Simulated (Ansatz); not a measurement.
YAlGe:
```xyz
6
Lattice="2.0174 -5.2347 0.0000 2.0174 5.2347 0.0000 0.0000 0.0000 5.7571" Properties=species:S:1:pos:R:3 pbc="T T T"
Y      2.0174     1.9874     4.3178
Y      2.0174    -1.9874     1.4393
Al     0.0000     0.0000     0.0000
Al     0.0000     0.0000     2.8785
Ge     2.0174     1.0996     1.4393
Ge     2.0174    -1.0996     4.3178
```

Relaxed with r²SCAN. Special points in fractions of this cell's reciprocal vectors: Γ (0.000, 0.000, 0.000); Y (-0.500, 0.500, 0.000); C0 (-0.287, 0.713, 0.000); Σ0 (0.287, 0.287, 0.000); Z (0.000, 0.000, 0.500); A0 (0.287, 0.287, 0.500); E0 (-0.287, 0.713, 0.500); T (-0.500, 0.500, 0.500); S (0.000, 0.500, 0.000); R (0.000, 0.500, 0.500).

Task: List the band energies nearest the Fermi level at these points for DFT-r²SCAN in the program Ansatz with PAW potentials.

Result: In eV from the Fermi level; about four levels below and three above (degenerate sets whole), none deeper than 8.9 eV; points with the same levels are listed once.

```json
[
 {"k": "Γ", "below": "-1.94 -1.88 -1.71 -0.79", "above": "0.91 1.42 2.41"},
 {"k": "Y", "below": "-2.17 -1.95 -1.10 -0.37", "above": "0.72 1.32 1.73"},
 {"k": "C0", "below": "-2.77 -2.69 -1.38 -1.18", "above": "0.37 0.45 2.57"},
 {"k": "Z", "below": "-2.18 -2.18 -1.03 -1.03", "above": "1.19 1.19 1.78 1.78"},
 {"k": "A0", "below": "-1.68 -1.68 -1.18 -1.18", "above": "0.91 0.91 2.14 2.14"},
 {"k": "T", "below": "-1.60 -1.60 -0.30 -0.30", "above": "1.39 1.39 1.39 1.39"},
 {"k": "S", "below": "-2.18 -1.83 -1.00 -0.27", "above": "0.85 2.51 3.69"},
 {"k": "R", "below": "-2.22 -2.22 -1.15 -1.15", "above": "1.15 1.15 2.39 2.39"}
]
```

Space group Cmcm. The first step of the workflow began from a Materials Project structure, measured or hypothetical; the Crystallography Open Database files this formula in space group No. 63, but the cells were not matched. Its standing as an ambient phase is unchecked. Symmetry was held in the r²SCAN relaxation; its stability against distortions is not shown here. The run is not spin-polarised. Scalar-relativistic: spin–orbit coupling is off unless named, which matters more the heavier the elements.

Potentials: the later of the program's two PAW sets.
